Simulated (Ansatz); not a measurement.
Trial structure of Er₄Se, not yet relaxed:

```cif
data_structure
_symmetry_space_group_name_H-M 'P 1'
_symmetry_Int_Tables_number 1
_cell_length_a 4.9030
_cell_length_b 4.9030
_cell_length_c 4.9030
_cell_angle_alpha 90.000
_cell_angle_beta 90.000
_cell_angle_gamma 90.000
_cell_volume 117.87
loop_
_atom_site_label
_atom_site_type_symbol
_atom_site_fract_x
_atom_site_fract_y
_atom_site_fract_z
_atom_site_occupancy
Er1 Er 0.50000 0.50000 0.50000 1
Er2 Er 0.00000 0.50000 0.50000 1
Er3 Er 0.50000 0.00000 0.50000 1
Er4 Er 0.50000 0.50000 0.00000 1
Se1 Se 0.00000 0.00000 0.00000 1
```

All numbers below come from DFT PBE, scalar-relativistic, plane waves, PAW, and for the lanthanide a 4f-in-core norm-conserving potential, in Ansatz. Plane waves to 770 eV, a k mesh through Γ of 4×4×4 on the computed 5-atom cell and Gaussian smearing (0.10 eV); no spin polarisation.

The zero of energy is the elements' standard structures at the same level; no fitted shifts are applied.

Question: What does a single point on this coarse mesh give?

Answer: The pressure is 18.8 GPa (it wants to expand), the largest force is 0.00 eV/Å (symmetry fixes the atoms), and the energy is +1.24 eV/atom against the elements. The shortest distance is 2.45 Å.

Question: Is it a good guess?

Answer: A rough one: relaxing gains about 0.47 eV/atom (the start's value is from the coarse mesh, so the gain is rough) in 11 ionic steps and ends at +0.77 eV/atom on the finer mesh. The symmetry stays Pm-3m (No. 221). The volume per atom grows by 42.5 %, from 23.6 to 33.6 Å³. The shortest distance goes from 2.45 Å (Er–Er) to 2.76 Å (Er–Er). Conventional cell: a = 5.517 Å. Around Er on a site of symmetry m-3m lie 6 Er at 2.76 Å; Er on a site of symmetry 4/mmm has 2 Er at 2.76 Å, 4 Se at 3.90 Å and 8 Er at 3.90 Å; around Se lie 12 Er at 3.90 Å and 8 Er at 4.78 Å.

The last run used an 8×8×8 mesh for its 5-atom cell and Gaussian smearing of 0.10 eV. The reference form of Se is held partly by dispersion forces, which this level lacks. The relaxation can't lower the symmetry of the start, and the grade says only how near the guess is to its own end. A structure relaxed within its symmetry needn't be a true minimum. Another cell of Er4Se relaxed alike, in P4/mmm, lies 1.19 eV/atom lower, so this cell isn't the stable form at this level.

The lanthanide is trivalent by construction, without f bands, f moments or other valences. The reference runs of the other elements, and any phases without the lanthanide, used 420 eV, which shifts energies against them by under 10 meV/atom. The lanthanide's reference is the lowest of its hcp, dhcp and fcc cells.
